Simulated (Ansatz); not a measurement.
# Layers for a solidly mounted resonator

An acoustic mirror alternates quarter-wave layers of high and low impedance; the larger the ratio, the fewer layers. The reference row is bcc Mo. Each row is paired with the reference. Frequency 5 GHz, 4 pairs, polycrystalline averages.

Levels of theory (Ansatz, a plane-wave PAW program): density: PBEsol, relaxed cell; longitudinal speed: PBEsol, elastic tensor, Hill average.

Runs started from generated or typed cells of the structure named: bcc Mo. Not checked to be the ambient phase: SrCd (CsCl type); HfRu (CsCl type); TiFe (CsCl type). Run without spin polarisation: TiFe (CsCl type). Spin–orbit coupling is left out unless named.

The figures follow from the printed values by these rules: Z = ρ v_l; layer = v_l/4f; ratio = larger Z over smaller Z; isolation ≈ 20 × 4 × log₁₀(ratio), up to a constant set by the substrate.

SrCd (CsCl type) has density 5.27 g/cm³, longitudinal speed 3.10 km/s. That gives Z = 5.27 × 3.10 = 16.34 MRayl; quarter wave: 3.10 km/s/(4 × 5 GHz) = 155 nm; impedance ratio: larger of 16.34/68.33 and its inverse = 4.182; isolation: 20 × 4 × log₁₀(4.182) = 50 dB.

bcc Mo, the reference, has density 10.40 g/cm³, longitudinal speed 6.57 km/s. That gives Z = 10.40 × 6.57 = 68.33 MRayl; quarter wave: 6.57 km/s/(4 × 5 GHz) = 329 nm; impedance ratio: larger of 68.33/68.33 and its inverse = 1.000; isolation: 20 × 4 × log₁₀(1.000) = 0 dB.

HfRu (CsCl type) has density 14.05 g/cm³, longitudinal speed 4.99 km/s. By the same steps, impedance 70.11 MRayl, quarter wave 250 nm, impedance ratio 1.026, isolation 1 dB.

TiFe (CsCl type) has density 6.94 g/cm³, longitudinal speed 7.04 km/s. By the same steps, impedance 48.86 MRayl, quarter wave 352 nm, impedance ratio 1.398, isolation 12 dB.

Ranking by impedance ratio, highest first: SrCd (CsCl type) (4.182 ± 0.13), TiFe (CsCl type) (1.398 ± 0.044), HfRu (CsCl type) (1.026 ± 0.032). The ± follows from allowances picked for this note (density 1 %, longitudinal speed 3 %), carried to first order and added in quadrature, each row's own inputs moving alone; ≈ joins neighbours closer than their two ± added in quadrature.

Decision: SrCd (CsCl type) comes first by impedance ratio. This holds for the figure and assumptions above, and the caveats below decide whether it survives in a device.

Sputtered films are textured or amorphous and softer than these crystals; shear waves need a mirror of their own. Where several phases of a formula are at hand, those over 0.1 eV/atom above the lowest were not drawn (by r²SCAN where it compared them, else by the largest value; a layered or molecular lowest phase counts only with a dispersion term); other phases could lie lower still. Rows are a sample by related chemistry or structure, familiar materials first, kept where one row at least reaches a ratio of 2.5. Limits of the draw: impedance over 8 MRayl; for moduli and speeds, an anisotropy index under 2.5, no layered crystals; no unfamiliar magnets, and cubic perovskites only if shown or known to be stable. As a rule kept out of such tables: 4f compounds, open-shell compounds run without a Hubbard term, cells found unstable in the tests at hand, cells close to a higher symmetry, and runs set to a pressure or over 12 % in volume from the crystal's fullest run.
